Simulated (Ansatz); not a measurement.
**CdS — quadrupolar parameters**

The cell is a computed structure from the Materials Project (it need not be an observed phase), whose atoms a relaxation with r2SCAN at fixed cell left in place.

```xyz
4
Lattice="4.1688 0.0000 0.0000 -2.0844 3.6103 0.0000 0.0000 0.0000 6.7796" Properties=species:S:1:pos:R:3 pbc="T T T"
Cd    2.0844    1.2034    3.3913
Cd    0.0000    2.4069    0.0015
S     2.0844    1.2034    5.9442
S     0.0000    2.4069    2.5544
```

Atoms are numbered from 1 in the order listed; like atoms form one site, named after its first atom.

The numbers come from a DFT calculation in Ansatz (r2SCAN, plane waves and PAW, scalar-relativistic, 500 eV cutoff, Γ-centred 9×9×5 k-points, Fermi–Dirac smearing 0.01 eV).

Conventions: |V_zz| ≥ |V_yy| ≥ |V_xx|, η = (V_xx − V_yy)/V_zz, C_Q = eQV_zz/h.

³³S: I = 3/2, Q = -69.40 mb. Q values from Pyykkö, Mol. Phys. 116, 1328 (2018).

Question: Give the quadrupolar parameters of the distinct sites.

Answer: 

```tsv
site	atoms (order as listed)	first shell	V_xx, V_yy, V_zz (10²¹ V/m²)	η	C_Q (MHz)
Cd	1, 2	4 S at 2.55 Å	-0.14, -0.14, 0.29	0.00	–
S	3, 4	4 Cd at 2.55 Å	-0.005, -0.005, 0.011	0.00	-0.018
```

An axis of threefold or higher order runs through Cd and S, so V_zz lies along it and η is zero.

Cd has no stable isotope with a ground-state quadrupole moment in the table, so no C_Q is given.

Without spin–orbit coupling (the program notes it for Cd) the gradients are little affected as a rule: paired runs on crystals with a gap mostly move them by under 2 % at such atoms.
